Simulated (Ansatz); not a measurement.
SiC:
Space group F-43m (No. 216); a = 4.357 Å, b = 4.357 Å, c = 4.357 Å, α = 90.00°, β = 90.00°, γ = 90.00°

| atom | site | symmetry | x | y | z |
|---|---|---|---|---|---|
| Si | 4c | -43m | 0.2500 | 0.2500 | 0.2500 |
| C | 4a | -43m | 0.0000 | 0.0000 | 0.0000 |
(The calculation used a cell of 2 atoms; values per cell refer to that cell.)

Relaxed with r²SCAN. Independent-particle spectrum: no excitons, no local fields, no scissors shift; 0.1 eV broadening; ε₁ of the summed bands alone.

Task: Tabulate the dielectric function from plane-wave PAW r²SCAN (Ansatz code).

Result: 

| E (eV) | ε₁ xx | ε₂ xx |
|---|---|---|
| 0.0 | 6.49 | 0.00 |
| 0.5 | 6.51 | 0.00 |
| 1.0 | 6.58 | 0.00 |
| 1.5 | 6.70 | 0.00 |
| 2.0 | 6.87 | 0.00 |
| 2.5 | 7.11 | 0.00 |
| 3.0 | 7.44 | 0.00 |
| 3.5 | 7.90 | 0.00 |
| 4.0 | 8.55 | 0.00 |
| 4.5 | 9.55 | 0.00 |
| 5.0 | 11.74 | 0.16 |
| 5.5 | 13.22 | 2.73 |
| 6.0 | 14.54 | 5.19 |
| 6.5 | 15.14 | 9.15 |
| 7.0 | 16.32 | 13.98 |
| 7.5 | 3.23 | 24.96 |
| 8.0 | -3.45 | 9.16 |
| 8.5 | 3.92 | 8.95 |
| 9.0 | -1.81 | 14.38 |
| 9.5 | -4.82 | 10.11 |
| 10.0 | -4.80 | 7.95 |
| 10.5 | -4.76 | 6.26 |
| 11.0 | -4.46 | 4.81 |
| 11.5 | -3.85 | 3.76 |
| 12.0 | -3.37 | 3.12 |

Task: From ε at 6.0 eV (xx: 14.54 + 5.19i), find n, k, the normal reflectivity and the absorption coefficient.

Result: n = 3.87, k = 0.670, R = 36 %, α = 2kE/ħc = 410000 cm⁻¹.

With all bands, ε∞ without local fields is 6.54. DFPT, with local fields, gives 6.52.

The r²SCAN relaxation kept the symmetry of its start; phonons on a q-mesh show no instability.

Potentials: the earlier of the program's two PAW sets.
